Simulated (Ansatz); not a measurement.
Bulk modulus and its pressure derivative give the pressure that a small compression needs; a soft, simple solid makes a sensitive pressure gauge, a stiff one a good anvil or seat.

The reference row is NaCl. Hydrostatic compression by 5 % of the volume (V₀/V = 1.0526), no change of phase.

Levels of theory (Ansatz, a plane-wave PAW program): B₀, B₀′: r²SCAN, Birch–Murnaghan fit of energy against volume; volume per atom: r²SCAN, relaxed cell.

Runs started from generated or typed cells of the structure named: NaCl. Not checked to be the ambient phase: SrMg (CsCl type); Cs2HgSe2 (Pbam, oP10). No claim is made that these are known or stable phases: GaAlN2 (P3m1, hP4). Spin–orbit coupling is left out unless named.

Definitions used: linear estimate = B₀ × compression; P = (B₀/B₀′)[(V₀/V)^B₀′ − 1]; modulus under load = B₀ + B₀′P; relative pressure = P/P_ref.

| crystal | B₀ (GPa) | B₀′ | V (Å³/atom) | linear estimate (GPa) | Murnaghan pressure (GPa) | modulus there (GPa) | pressure (relative) |
|---|---|---|---|---|---|---|---|
| SrMg (CsCl type) | 20.8 | 3.5 | 37.02 | 1.0 | 1.168 | 24.9 | 0.73 |
| GaAlN2 (P3m1, hP4) | 204 | 4.1 | 10.90 | 10 | 11.64 | 252 | 7.3 |
| Cs2HgSe2 (Pbam, oP10) | 13.5 | 5.4 | 41.80 | 0.68 | 1.355 | 20.8 | 0.85 |
| NaCl (rock salt), reference | 27.5 | 4.7 | 22.04 | 1.4 | 1.594 | 35.0 | 1.00 |

Problem. Check the column «Murnaghan pressure (GPa)» against the rules: one row is wrong, and what depends on it inherits the slip. Find and correct it.

Solution. The row of Cs2HgSe2 (Pbam, oP10) shows 1.355. From its own inputs, P = (13.5/5.4) × (1.0526^5.4 − 1) = 0.7973 GPa. Carried on: modulus there: 13.5 + 5.4 × 0.7973 = 17.8 GPa; relative pressure: 0.7973/1.594 = 0.50. The other rows agree with the rules.

With the correction: Ranking by relative pressure, highest first: GaAlN2 (P3m1, hP4) (7.3 ± 0.37), NaCl (1.00 ± 0.051), SrMg (CsCl type) (0.73 ± 0.037), Cs2HgSe2 (Pbam, oP10) (0.50 ± 0.026). The ± follows from allowances picked for this note (B₀ 5 %, B₀′ 0.4), carried to first order and added in quadrature, each row's own inputs moving alone; ≈ joins neighbours closer than their two ± added in quadrature.

B₀′ is the least certain number of such a fit, often by half a unit. Where several phases of a formula are at hand, those over 0.1 eV/atom above the lowest were not drawn (by r²SCAN where it compared them, else by the largest value; a layered or molecular lowest phase counts only with a dispersion term); other phases could lie lower still. The rows are a sample and no shortlist: familiar crystals first, some related and some not, whatever their agreement with measurement; tables with many equal figures were not kept. Limits of the draw: no layered crystals, B₀′ of 2 to 8; no unfamiliar magnets, and cubic perovskites only if shown or known to be stable. As a rule kept out of such tables: 4f compounds, open-shell compounds run without a Hubbard term, cells found unstable in the tests at hand, cells close to a higher symmetry, and runs set to a pressure or over 12 % in volume from the crystal's fullest run.
